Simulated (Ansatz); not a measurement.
V5Si3 in space group I4/mcm (No. 140; V on 16k, V on 4b, Si on 8h, Si on 4a) at seven volumes, the program Ansatz at the r²SCAN level (PAW), shape and atoms relaxed at each. One row is withheld.

```csv
V (Å³/atom),P (GPa)
11.677,23.72
12.062,14.56
12.447,6.72
12.832,0.00
13.217,?
13.602,-10.68
13.987,-14.88
```

Problem. Fit the shown pressures and predict the withheld one.

Solution. P = (3/2)B₀(x^(7/2) − x^(5/2))[1 + (3/4)(B′ − 4)(x − 1)] with x = (V₀/V)^(2/3). Least squares on the six rows gives V₀ = 12.832 Å³/atom, B₀ = 207 GPa, B′ = 4.15. At V = 13.217, x = 0.9805 and P = -5.76 GPa. The run itself gave -5.76 GPa.

The workflow started from a Materials Project entry (that database holds measured and hypothetical structures alike); the Crystallography Open Database files this formula in space group No. 140, but the cells were not matched. Its standing as an ambient phase is unchecked. Symmetry was held in the r²SCAN relaxation; whether a distortion lowers the energy is not shown. The run is not spin-polarised.

Potentials: the later of the program's two PAW sets.
